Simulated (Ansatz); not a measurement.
ZrN (rock salt, Fm-3m) is relaxed with plane-wave PAW PBE (Ansatz code). What lattice parameters of the conventional cell result?

a = 4.595 Å.

Is it a metal or does it have a gap at this level?

No gap at this level.

The PBE relaxation kept the symmetry of its start. No spin polarisation was allowed. With an odd number of electrons in the cell and no spin polarisation, the count alone makes it a metal. Spin–orbit coupling is left out wherever it is not named.

Potentials: the earlier of the program's two PAW sets.
